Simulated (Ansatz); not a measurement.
Wires are cut from relaxed bulk Mo (Im-3m, 15.32 Å³/atom, gap on the mesh 0.00 eV); atoms and period are relaxed, and energies count from that bulk.

These are results of DFT PBEsol, scalar-relativistic, plane waves, PAW in Ansatz, not measurements.

Cutoff 420 eV, Gaussian smearing of 0.05 eV, energies at zero smearing, symmetry of each start kept, no spin polarisation.

| start | atoms | k mesh | excess energy (eV per host atom) | line energy (eV/Å) | period (Å) | gap on the mesh (eV) |
| --- | --- | --- | --- | --- | --- | --- |
| [001] wire, 5 host atoms a period | 5 | 1×1×17 | 2.671 | 3.977 | 3.358 | 0 |
| [001] wire, 6 host atoms a period | 6 | 1×1×17 | 2.027 | 3.964 | 3.068 | 0 |

Each run keeps its start's symmetry and one magnetic start, so lower states can exist.

Cost: 2 runs of about 8.1 core-minutes in all, on Arm Neoverse V1 (shared hosts).